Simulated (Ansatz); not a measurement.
Data:

CdSiN2:
```cif
data_CdN2Si
_chemical_formula_sum 'Cd1 Si1 N2'
_space_group_name_H-M_alt 'P 1'
_space_group_IT_number 1
_cell_length_a 5.72624
_cell_length_b 5.72624
_cell_length_c 5.72624
_cell_angle_alpha 29.313
_cell_angle_beta 29.313
_cell_angle_gamma 29.313
loop_
_space_group_symop_operation_xyz
  'x, y, z'
loop_
_atom_site_label
_atom_site_type_symbol
_atom_site_fract_x
_atom_site_fract_y
_atom_site_fract_z
_atom_site_occupancy
Cd1 Cd 0.00000 0.00000 0.00000 1
Si1 Si 0.50000 0.50000 0.50000 1
N1 N 0.77386 0.77386 0.77386 1
N2 N 0.22614 0.22614 0.22614 1
```

This is the r²SCAN-relaxed structure.

All from plane-wave PAW r²SCAN (Ansatz code), unless another level is named. Estimate the smallest direct gap on the standard path.

2.33 eV.

Give the hole effective mass with spin–orbit coupling.

0.32, 0.98, 1.5 mₑ (principal values).

Next, the weight of the conduction-edge state by species (Voronoi cells)?

N 51 %, Cd 40 %, Si 9 %.

Give the conduction-band minimum.

at Γ.

Space group R-3m. The start of the workflow was typed in or built on a structure type; neither database checked (COD, Materials Project) lists it. Its standing as an ambient phase is unchecked. Symmetry was held in the r²SCAN relaxation; its stability against distortions is not shown here. Spin–orbit coupling is left out wherever it is not named.

Potentials: the earlier of the program's two PAW sets.
